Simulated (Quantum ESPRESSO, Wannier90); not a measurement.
# Tight-binding from DFT: BaSnO3 (cubic perovskite)

```xyz
5
Lattice="4.1435 0.0000 0.0000 0.0000 4.1435 0.0000 0.0000 0.0000 4.1435" Properties=species:S:1:pos:R:3 pbc="T T T"
Ba     2.0717     2.0717     2.0717
Sn     0.0000     0.0000     0.0000
O      0.0000     2.0717     0.0000
O      2.0717     0.0000     0.0000
O      0.0000     0.0000     2.0717
```

Structure: Materials Project mp-3163, symmetrised, not relaxed again. COD (Crystallography Open Database) records the formula in this space group. Ideal cubic forms of this type are often high-temperature phases that distort on cooling; symmetry holds the cell here, and its stability was not tested. Method: PBEsol plane waves in Quantum ESPRESSO 7.5 (PseudoDojo norm-conserving files, 68 Ry, spinors with spin-orbit coupling), Bloch states on a 4×4×4 mesh through Γ, Wannier90 4.0.1. Density: 8×8×8 mesh, Gaussian smearing 0.01 Ry.

Bands 19-20 form an isolated set from -11.73 to -11.21 eV relative to the valence-band maximum (on the path) and are turned into 2 Wannier functions by minimising the spread from the start: SCDM (isolated).

Centres (Cartesian, Å; one of the equivalent choices) and spreads:

```tsv
n	x	y	z	spread (Å²)	nearest atom
1	2.072	-2.072	2.072	1.503	Ba1
2	2.072	-2.072	-2.072	1.503	Ba1
```

Ω_I = 3.01 Å², Ω_total = 3.01 Å²; the interpolated bands follow pw.x to 0.5 meV rms on the path. Only this start was tried; a symmetric start can stop on a saddle, and mixtures of these functions could lower the total by at most Ω_total − Ω_I.
